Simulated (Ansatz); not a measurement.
## Notes on H2RhO2

```
CELL_PARAMETERS angstrom
3.19900 0.00000 0.00000
-1.59950 2.77042 0.00000
0.00000 0.00000 4.71236
ATOMIC_POSITIONS crystal
Rh 0.00000 0.00000 0.00000
O 0.33330 0.66670 0.21530
O 0.66670 0.33330 0.78470
H 0.33330 0.66670 0.45370
H 0.66670 0.33330 0.54630
```

The numbers come from plane-wave PAW DFT (Ansatz): PBE, with U_eff = 1.99 eV on Rh d (all-electron-ortho-atomic projectors), spin-orbit coupling, 420 eV, 6×6×4 Γ-centred k points, fermi-dirac occupations (width 0.0183 eV). Nothing was relaxed.

Magnetic state (reached from a saved solution, and it need not be the lowest): Rh1 along (0.00, 0.00, 1.00).

(1) Is there a gap?

(2) What does the stress say?

(3) Which atom feels the largest force, and which way?

(4) How is the charge shared?

Origin: a known structure type with other elements, at an estimated volume, so it need not be a known compound. Caveats: the k mesh is coarse if the cell is a metal; atoms or cell far from equilibrium; the SCF threshold is loose for a stress.

## Answers

(1) It is a metal, with about 1.1 states/eV a cell as the mean within 0.25 eV of the Fermi level, mostly Rh d (58 %) and O p (24 %).

(2) The pressure is 4.6 GPa (compression positive), so with the atoms held at these fractions the cell would first expand; the forces are large, so a full relaxation may end otherwise. The principal stresses -22.9, 18.3, 18.3 GPa differ, so its shape would change too.

(3) The largest is on O2 (and as large on other atoms): 3.83 eV/Å, components (0.00, 0.00, 3.83). It makes 0° with the line to a nearest neighbour, H4 at 1.12 Å, pointing towards it.

(4) Bader charges in e: H +0.46, Rh +1.06, O -0.99. In the mean Rh gives up most and O takes most.
